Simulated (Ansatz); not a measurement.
Relaxed-ion elastic tensor of SiC4 in space group Pn-3m (No. 224; Si on 2a, C on 8e) in GPa (Voigt order), r²SCAN (plane waves, PAW; program Ansatz); density 1.44 g/cm³, 17.54 Å³ per atom.

|  | 1 | 2 | 3 | 4 | 5 | 6 |
|---|---|---|---|---|---|---|
| 1 | 114 | 105 | 105 | 0.0 | 0.0 | 0.0 |
| 2 | 105 | 114 | 105 | 0.0 | 0.0 | 0.0 |
| 3 | 105 | 105 | 114 | 0.0 | 0.0 | 0.0 |
| 4 | 0.0 | 0.0 | 0.0 | 17.9 | 0.0 | 0.0 |
| 5 | 0.0 | 0.0 | 0.0 | 0.0 | 17.9 | 0.0 |
| 6 | 0.0 | 0.0 | 0.0 | 0.0 | 0.0 | 17.9 |

### Question
Is the crystal mechanically stable?

### Answer
Yes: the smallest eigenvalue of C is 9.2 GPa.

### Question
Work out the Voigt, Reuss and Hill averages.

### Answer
K_V = 108, K_R = 108, K_H = 108; G_V = 12.6, G_R = 8.3, G_H = 10.5 GPa.

### Question
Give Young's modulus, Poisson's ratio, Pugh's ratio and the universal anisotropy index.

### Answer
E = 9KG/(3K + G) = 30.4 GPa; ν = 0.45; K/G = 10.32 (ductile by the Pugh limit of 1.75); A_U = 5G_V/G_R + K_V/K_R − 6 = 2.59.

### Question
Estimate the sound speeds and the Debye temperature.

### Answer
v_l = √((K + 4G/3)/ρ) = 9200 m/s, v_t = √(G/ρ) = 2690 m/s, mean 3070 m/s; Θ = (h/k)(3n/4πV)^(1/3) v_m = 352 K.

### Question
Give the Zener ratio and Young's modulus along [100], [110] and [111].

### Answer
A = 2C44/(C11 − C12) = 3.90; 1/E = S11 − 2(S11 − S12 − S44/2)Γ with Γ = 0, 1/4, 1/3 gives 13.6, 30.3, 51.0 GPa.

The start of the workflow was typed in or built on a structure type; neither database checked (COD, Materials Project) lists it. Its standing as an ambient phase is unchecked. The r²SCAN relaxation kept the symmetry of its start; its stability against distortions is not shown here. Its formation energy is positive at this level, so the cell may be metastable or incomplete.

Potentials: the earlier of the program's two PAW sets.
